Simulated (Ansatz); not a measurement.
Given:

SrSi₂Ag₂:
Space group I4/mmm (No. 139); a = b = 4.387 Å, c = 10.493 Å, α = β = γ = 90.00°

```json
[
 {"atom": "Si", "site": "4e", "symmetry": "4mm", "x": "0.0000", "y": "0.0000", "z": "0.3890"},
 {"atom": "Ag", "site": "4d", "symmetry": "-4m2", "x": "0.0000", "y": "0.5000", "z": "0.2500"},
 {"atom": "Sr", "site": "2a", "symmetry": "4/mmm", "x": "0.0000", "y": "0.0000", "z": "0.0000"}
]
```
(The calculation used a cell of 5 atoms; values per cell refer to that cell.)

This is the r²SCAN-relaxed structure.

### Question
All from r²SCAN (plane waves, PAW; program Ansatz), unless another level is named. Predict the electronic character.

### Answer
metallic (no gap).

### Question
And the density of states at the Fermi level?

### Answer
0.28 states/eV per atom (mean over ±0.08 eV).

### Question
Give the formation energy from the elements (no fitted shifts).

### Answer
-0.31 eV/atom.

The workflow started from an entry of the Crystallography Open Database (COD). Whether it is the stable phase at ambient conditions was not checked. Symmetry was held in the r²SCAN relaxation; its stability against distortions is not shown here. The run is not spin-polarised. The references are the lowest solids computed at this level, not always the standard phases. Spin–orbit coupling is left out wherever it is not named.

Potentials: the later of the program's two PAW sets.
